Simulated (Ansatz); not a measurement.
**Calculated field gradients at the nuclei for Na4Al3Ge3ClO12**

The cell is a COD entry, atoms as given.

```
Na Al Ge Cl O
1.0
     9.04380    0.00000    0.00000
     0.00000    9.04380    0.00000
     0.00000    0.00000    9.04380
Na Al Ge Cl O
8 6 6 2 24
Direct
  0.17290 0.17290 0.17290
  0.67290 0.32710 0.32710
  0.82710 0.82710 0.17290
  0.32710 0.67290 0.32710
  0.17290 0.82710 0.82710
  0.67290 0.67290 0.67290
  0.82710 0.17290 0.82710
  0.32710 0.32710 0.67290
  0.25000 0.00000 0.50000
  0.50000 0.25000 0.00000
  0.75000 0.00000 0.50000
  0.50000 0.75000 0.00000
  0.00000 0.50000 0.25000
  0.00000 0.50000 0.75000
  0.25000 0.50000 0.00000
  0.00000 0.25000 0.50000
  0.75000 0.50000 0.00000
  0.00000 0.75000 0.50000
  0.50000 0.00000 0.25000
  0.50000 0.00000 0.75000
  0.00000 0.00000 0.00000
  0.50000 0.50000 0.50000
  0.14240 0.14260 0.42780
  0.64260 0.35760 0.07220
  0.85760 0.85740 0.42780
  0.35740 0.64240 0.07220
  0.14240 0.85740 0.57220
  0.64260 0.64240 0.92780
  0.85760 0.14260 0.57220
  0.35740 0.35760 0.92780
  0.42780 0.14240 0.14260
  0.07220 0.64260 0.35760
  0.42780 0.85760 0.85740
  0.07220 0.35740 0.64240
  0.57220 0.14240 0.85740
  0.92780 0.64260 0.64240
  0.57220 0.85760 0.14260
  0.92780 0.35740 0.35760
  0.64240 0.07220 0.35740
  0.14260 0.42780 0.14240
  0.35760 0.07220 0.64260
  0.85740 0.42780 0.85760
  0.64240 0.92780 0.64260
  0.14260 0.57220 0.85760
  0.35760 0.92780 0.35740
  0.85740 0.57220 0.14240
```

Atoms are numbered from 1 in the order listed; like atoms form one site, named after its first atom.

The numbers come from a DFT calculation in Ansatz (PBE, plane waves and PAW, scalar-relativistic, 420 eV cutoff, Γ-centred 3×3×3 k-points, Fermi–Dirac smearing 0.02 eV).

C_Q = eQV_zz/h, which is 24.18 MHz for Q = 1 b and V_zz = 10²¹ V/m²; η = (V_xx − V_yy)/V_zz.

23Na: I = 3/2, Q = 104.0 mb; ²⁷Al: I = 5/2, Q = 146.6 mb; ⁷³Ge: I = 9/2, Q = -196.0 mb; ³⁵Cl: I = 3/2, Q = -81.12 mb; O-17: I = 5/2, Q = -25.58 mb. Nuclear quadrupole moments: year-2017 set (Pyykkö).

```json
{"site": "Na", "atoms (order as listed)": "1, 2, 3, 4, 5, 6, …", "first shell": "3 O at 2.34 Å, 1 Cl at 2.71 Å; also 3 O at 3.24 Å", "V_zz (10²¹ V/m²)": "-0.099", "η": "0.00", "C_Q (MHz)": "-0.249"}
{"site": "Al", "atoms (order as listed)": "9, 10, 11, 12, 13, 14", "first shell": "4 O at 1.74 Å", "V_zz (10²¹ V/m²)": "-0.28", "η": "0.00", "C_Q (MHz)": "-0.976"}
{"site": "Ge", "atoms (order as listed)": "15, 16, 17, 18, 19, 20", "first shell": "4 O at 1.74 Å", "V_zz (10²¹ V/m²)": "-0.28", "η": "0.00", "C_Q (MHz)": "1.34"}
{"site": "Cl", "atoms (order as listed)": "21, 22", "first shell": "4 Na at 2.71 Å", "V_zz (10²¹ V/m²)": "0.00", "η": "–", "C_Q (MHz)": "0"}
{"site": "O", "atoms (order as listed)": "23, 24, 25, 26, 27, 28, …", "first shell": "1 Ge at 1.74 Å, 1 Al at 1.74 Å, angle 133°; also 1 Na at 2.34 Å", "V_zz (10²¹ V/m²)": "9.14", "η": "0.28", "C_Q (MHz)": "-5.66"}
```

An axis of threefold or higher order runs through Na, Al and Ge, so V_zz lies along it and η is zero. Cl sits on a cubic site, where every gradient vanishes.

The largest force is 0.6 eV/Å, so the atoms aren't at the calculated equilibrium and relaxing them would move these values.

Hardware: 1 thread of Intel Xeon Platinum 8488C (Sapphire Rapids) (x86_64; 16 cores open to the job, memory cap 3.0 GiB, no GPU), a shared host with a load of 1.0 a core. Wall time 64 s, CPU time 64 s, peak memory 1.5 GiB.
